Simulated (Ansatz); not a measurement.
Theory: Ansatz 0.2.0, DFT PBE, scalar-relativistic, plane waves, PAW. All cells share a 420 eV cutoff and Γ-centred k meshes spaced at most about 0.3 Å⁻¹ (about 0.25 or finer for metals, 2π included). No spin polarisation in the final relaxations.

All energies are static (0 K, no zero-point motion). All come from trial cells, and lower structures may exist.

Question: These unrelaxed guesses for SnPb₂O₃ are each relaxed within their symmetry. Order them by the energy at which they end, lowest first.
A.

```
Sn Pb O
1.0
     3.66171    0.00000    0.00000
     0.00000    3.66171    0.00000
     0.00000    0.00000    7.77375
Sn Pb O
1 2 3
Cartesian
  0.0000 0.0000 4.8598
  1.8309 1.8309 5.6640
  0.0000 0.0000 2.1008
  1.8309 0.0000 7.7626
  0.0000 1.8309 7.7626
  1.8309 1.8309 2.9454
```

B.

```
Sn Pb O
1.0
     3.77566    0.00000    0.00000
     0.00000    3.77566    0.00000
     0.00000    0.00000    8.31814
Sn Pb O
1 2 3
Direct
  0.00000 0.00000 0.00000
  0.00000 0.50000 0.73150
  0.50000 0.00000 0.26850
  0.00000 0.50000 0.38350
  0.50000 0.00000 0.61650
  0.50000 0.50000 0.00000
```

C.

```
Sn Pb O
1.0
     4.56089    0.00000    0.00000
    -2.28044    3.94984    0.00000
     0.00000    0.00000    7.23718
Sn Pb O
1 2 3
Direct
  0.00000 0.00000 0.00000
  0.33333 0.66667 0.24792
  0.66667 0.33333 0.75208
  0.33333 0.66667 0.64800
  0.66667 0.33333 0.35200
  0.00000 0.00000 0.50000
```

D.

```
Sn Pb O
1.0
     5.85481    0.00000    0.00000
    -2.92741    5.07042    0.00000
     0.00000    0.00000    3.80695
Sn Pb O
1 2 3
Direct
  0.00000 0.00000 0.00000
  0.66667 0.33333 0.00000
  0.33333 0.66667 0.00000
  0.50000 0.00000 0.50000
  0.00000 0.50000 0.50000
  0.50000 0.50000 0.50000
```

Answer: B (ends in P-4m2, 0 meV/atom), C (ends in P-3m1, 11 meV/atom), A (ends in P4mm, 109 meV/atom), D (ends in P6/mmm, 0.45 eV/atom).

For metals, differences of a few meV/atom aren't resolved. Weakly bound directions are ill-defined at this level, which has no dispersion term (P-4m2, P4mm), and this can change margins and order among such cells. Spin–orbit coupling, which can matter for Pb, is left out. Cells relaxed within their symmetry can be saddle points. Some candidate types were left out of the draw beforehand, so a known form may be missing.
